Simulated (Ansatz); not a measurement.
The relaxed structure here is a generated cell of BeS: the first start was made by placing the elements on the sites of a structure type, and the end was not matched to a known phase here, so it may be hypothetical.

One stationary structure of BeS. Level of theory: r2SCAN (plane waves to 500 eV, PAW, scalar-relativistic; Ansatz, an electronic-structure program).

```xyz
6
Lattice="3.4501 0.0000 0.0000 -1.7250 2.9879 0.0000 0.0000 0.0000 7.8321" Properties=species:S:1:pos:R:3 pbc="T T T"
Be     1.7250     0.0000     3.9161
Be    -0.8625     1.4939     1.3054
Be     0.8625     1.4939     6.5268
S      1.7250     0.0000     0.0000
S     -0.8625     1.4939     5.2214
S      0.8625     1.4939     2.6107
```

Determine the symmetry and give the standard cell with its independent sites.

Space group P6₂22 (No. 180); a = 3.4501 Å, b = 3.4501 Å, c = 7.8321 Å, α = 90.00°, β = 90.00°, γ = 120.00°

```json
[
 {"atom": "Be", "site": "3d", "symmetry": "222", "x": "0.5000", "y": "0.0000", "z": "0.5000"},
 {"atom": "S", "site": "3c", "symmetry": "222", "x": "0.5000", "y": "0.0000", "z": "0.0000"}
]
```

Give the shortest distances between elements (the closest pairs, up to four, under 3.6 Å).

Be–S 2.16 Å; Be–Be 3.13 Å; S–S 3.13 Å.

The volume per atom comes out as 13.46 Å³ and the band gap is 3.18 eV, indirect (valence top at or next to Γ, conduction bottom at M) (no spin-orbit coupling). The smallest direct gap is 4.52 eV at A.

No spin polarisation in the result.

The run could not lose the symmetry of its start; a randomly shaken copy of 12 atoms returns to this structure.
